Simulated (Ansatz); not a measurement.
Al2Au:
```
Al2Au
1.0
    0.00000     3.00102     3.00102
    3.00102     0.00000     3.00102
    3.00102     3.00102     0.00000
Al Au
2 1
Cartesian
  1.50051   1.50051   1.50051
  4.50152   4.50152   4.50152
  0.00000   0.00000   0.00000
```

Relaxed with PBEsol. Special points in fractions of this cell's reciprocal vectors: Γ (0.000, 0.000, 0.000); X (0.500, 0.000, 0.500); U (0.625, 0.250, 0.625); K (0.375, 0.375, 0.750); L (0.500, 0.500, 0.500); W (0.500, 0.250, 0.750).

**Question.** List the band energies nearest the Fermi level at these points for plane-wave PAW PBEsol (Ansatz code).

**Answer.** In eV from the Fermi level; about four levels below and three above (degenerate sets whole), none deeper than 8.9 eV; points with the same levels are listed once.

```tsv
k	below	above
Γ	-6.60 -6.60 -6.60 -5.64 -5.64	2.25 2.91 2.91 2.91
X	-5.33 -5.04 -2.12 -2.12	1.28 2.03 7.61
U	-5.54 -4.61 -3.40 -1.37	1.83 4.34 6.01
L	-6.36 -6.36 -5.52 -5.52 -5.46	0.35 0.35 3.24
W	-5.21 -4.03 -4.03 -2.20	4.13 4.13 5.18
```

Space group Fm-3m (fluorite or antifluorite type). Symmetry was held in the PBEsol relaxation. Scalar-relativistic: spin–orbit coupling is off unless named, which matters more the heavier the elements.

Potentials: the earlier of the program's two PAW sets. The files were generated under PBE; for other functionals the program regenerates the frozen cores, and for LDA and PBEsol the local potential too.
